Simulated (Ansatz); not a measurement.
## La2AsI2 with kpoints.mp_grid.grid, scf.max_iter changed

Computed with the plane-wave PAW code Ansatz (scalar-relativistic, PAW set soft_2): PBEsol, no spin polarisation, 420 eV cutoff, k-mesh 9×9×4. These are the settings of the reference run.

Cell:

```yaml
crystal:
  lattice:
    - [4.33883, 0.00000, 0.00000]
    - [-2.16941, 3.75754, 0.00000]
    - [0.00000, 0.00000, 10.97082]
  atoms:
    - { symbol: As, position: [0.00000, 0.00000, 0.00000] }
    - { symbol: I, position: [0.33333, 0.66667, 0.66061] }
    - { symbol: I, position: [0.66667, 0.33333, 0.33939] }
    - { symbol: La, position: [0.33333, 0.66667, 0.15048] }
    - { symbol: La, position: [0.66667, 0.33333, 0.84952] }
```

The reference run of this cell is solved again as a single point with these keys changed:

| key | reference run | changed run |
| --- | --- | --- |
| kpoints.mp_grid.grid | [9, 9, 4] | [0, 9, 4] |
| scf.max_iter | not typed | 50 |

Task: How does the changed run end?

Result: It is refused before the calculation starts. Message: Error: invalid value for `kpoints.mp_grid.grid`: each dimension must be in 1..=255
